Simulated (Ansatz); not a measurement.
## InSe: a prediction, then the measurements

These are results of DFT PBE+D3(BJ), scalar-relativistic, plane waves, PAW (Ansatz 0.2.0), not measurements.

Cutoff 420 eV; k points 12×12×2 on the computed 8-atom cell (Γ-centred); Gaussian smearing, width 0.02 eV; no spin polarisation.

Relaxed structure, symmetry kept:

```
In Se
1.0
     4.03177    0.00000    0.00000
    -2.01589    3.49162    0.00000
     0.00000    0.00000   16.76237
In Se
4 4
Direct
  0.33333 0.66667 0.16666
  0.66667 0.33333 0.66666
  0.33333 0.66667 0.33334
  0.66667 0.33333 0.83334
  0.33333 0.66667 0.58987
  0.66667 0.33333 0.08987
  0.33333 0.66667 0.91013
  0.66667 0.33333 0.41013
```

| Item | Value |
| --- | --- |
| Space group | P6_3/mmc (No. 194) |
| Volume per atom | 29.50 Å³ |
| Kohn–Sham band gap | 0.37 eV |
| Löwdin character of the top 1 eV of the valence band | Se 4p 69 %, In 5p 21 %, In 5s 7 % |
| Löwdin character of the lowest 1 eV of the conduction band | Se 4p 32 %, In 5s 30 %, In 5p 26 %, Se 4s 8 %, unprojected 4 % |
| Bader charges (e) | In (4 in the cell) 0.69, Se (4 in the cell) -0.69 |

**What was measured.**

“Indium selenide: an insight into electronic band structure and surface excitations”, 2017, pmc:5469805 reports, for a bulk crystal of InSe: lattice constant a 4.005 ± 0.004 Å; lattice constant c 16.66 ± 0.004 Å.

Against the measured lattice constant a of InSe, 4.005 Å (the paper above), the calculated 4.032 Å is off by +0.7 %. A measured lattice constant c of InSe is 16.66 Å (the paper above); the calculated 16.762 Å misses it by +0.6 %. The calculation is for 0 K without zero-point motion.